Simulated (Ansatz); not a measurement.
CdS (zinc blende, F-43m), plane-wave PAW r²SCAN (Ansatz code), all energies at zero smearing, with the estimated change up to a 700 eV cutoff added, with one set of potentials and settings (totals compare only within such a set). Cell of 2 atoms (1 S, 1 Cd): -9175.614 eV.

```csv
element,reference phase,E (eV/atom)
S,"P2/c, 32 atoms in the cell",-905.8156
Cd,"P6_3/mmc, 2 atoms in the cell",-8268.1834
```

Formation energy per atom, worked out: (-9175.614 − 1×(-905.8156) − 1×(-8268.1834))/2 = -0.807 eV/atom (-78 kJ per mol of atoms), at 0 K, without zero-point energy or fitted corrections.

Symmetry was held in the r²SCAN relaxation; phonons on a q-mesh show no instability. The references are the lowest solids computed at this level, not always the standard phases.

Potentials: the later of the program's two PAW sets.
